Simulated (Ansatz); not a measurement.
Ti: strain and displacement

```yaml
crystal:
  lattice:
    - [-1.64100, 1.64100, 1.64100]
    - [1.64100, -1.64100, 1.64100]
    - [1.64100, 1.64100, -1.64100]
  atoms:
    - { symbol: Ti, position: [0.00000, 0.00000, 0.00000] }
```

The cell comes from COD entry 9012924, which wasn't checked; take it as a given geometry.

Level of theory: Ansatz 0.2.0, DFT, PBEsol, all-electron LAPW, scalar-relativistic.

The runs use a Γ-centred 14×14×14 k mesh, Fermi–Dirac smearing of 0.05 eV, basis error target 0.25 meV/atom, no spin polarisation.

The unchanged cell is at -6.66 GPa.

In a metal, stresses and small energies carry noise from the k mesh.

x, y and z are the Cartesian axes of the cell as listed; fractional coordinates follow a strain, and an engineering shear is twice the off-diagonal strain component.

Question: One change gave: energy change +5 meV/atom; stress change (xx, yy, zz, yz, xz, xy) 0.00, 0.00, 0.00, -1.26, -1.26, -1.26 GPa, compression positive. Which change was it?
A. equal xy, yz and zx engineering shear strains of -3 %
B. equal xy, yz and zx engineering shear strains of -2 %
C. equal xy, yz and zx engineering shear strains of +1 %
D. equal xy, yz and zx engineering shear strains of +2 %
E. equal xy, yz and zx engineering shear strains of -1 %
F. equal xy, yz and zx engineering shear strains of +3 %

Answer: F. For equal xy, yz and zx engineering shear strains of -3 %: energy change +4 meV/atom; stress change (xx, yy, zz, yz, xz, xy) -0.02, -0.02, -0.02, 0.86, 0.86, 0.86 GPa, compression positive. For equal xy, yz and zx engineering shear strains of -1 %: energy change under 1 meV/atom; stress change (xx, yy, zz, yz, xz, xy) -0.01, -0.01, -0.01, 0.34, 0.34, 0.34 GPa, compression positive. For equal xy, yz and zx engineering shear strains of +2 %: energy change +2 meV/atom; stress change (xx, yy, zz, yz, xz, xy) -0.01, -0.01, -0.01, -0.80, -0.80, -0.80 GPa, compression positive. For equal xy, yz and zx engineering shear strains of -2 %: energy change +2 meV/atom; stress change (xx, yy, zz, yz, xz, xy) -0.02, -0.02, -0.02, 0.63, 0.63, 0.63 GPa, compression positive. For equal xy, yz and zx engineering shear strains of +1 %: energy change under 1 meV/atom; stress change (xx, yy, zz, yz, xz, xy) -0.01, -0.01, -0.01, -0.38, -0.38, -0.38 GPa, compression positive.
